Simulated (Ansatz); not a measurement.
**Structure relaxation, Hf**

The start is a randomly generated symmetric cell of Hf (space group No. 166). The structure is fully relaxed (lattice and positions, P = 0) with r2SCAN (plane waves to 500 eV, PAW, scalar-relativistic; Ansatz, an electronic-structure program). The first steps use a coarse 8×8×8 k-mesh.

Initial structure:
```
CELL_PARAMETERS angstrom
      3.08831     1.78304     2.39196
     -3.08831     1.78304     2.39196
      0.00000    -3.56608     2.39196
ATOMIC_POSITIONS crystal
  Hf 0.00000 0.00000 0.50000
  Hf 0.50000 0.00000 0.00000
  Hf 0.00000 0.50000 0.00000
```

**Question.** Does the structure survive the relaxation? Give the final space group.

**Answer.** The space group goes from R-3m (No. 166) to Pm-3m (No. 221), with 3 atoms in the primitive cell.

**Question.** How much energy is released per atom?

**Answer.** 0.01 eV/atom.

**Question.** How does the volume per atom move from start to end?

**Answer.** -2.5 %, from 26.34 to 25.68 Å³/atom.

**Question.** How do the shortest distances between atoms change?

**Answer.** The closest pairs of elements (up to four, under 3.6 Å), start → end: Hf–Hf 2.98 → 3.01 Å.

**Question.** Write out the relaxed structure.

**Answer.** 
Space group Pm-3m (No. 221); a = b = c = 4.255 Å, α = β = γ = 90.00°

| atom | site | symmetry | x | y | z |
|---|---|---|---|---|---|
| Hf | 3d | 4/mm.m | 0.0000 | 0.0000 | 0.5000 |

Final values are on a 11×11×11 k-mesh of the relaxed cell. No spin polarisation in the result.

The run could not lose the symmetry of its start; a randomly shaken copy of 6 atoms returns to this structure.

All atoms sit on sites fixed by symmetry, so only the cell could relax.

The relaxed structure here is a generated cell of Hf: the first start was made by a random draw of sites in a space group, and the end was not matched to a known phase here, so it may be hypothetical. Known forms of Hf include space group No. 194.
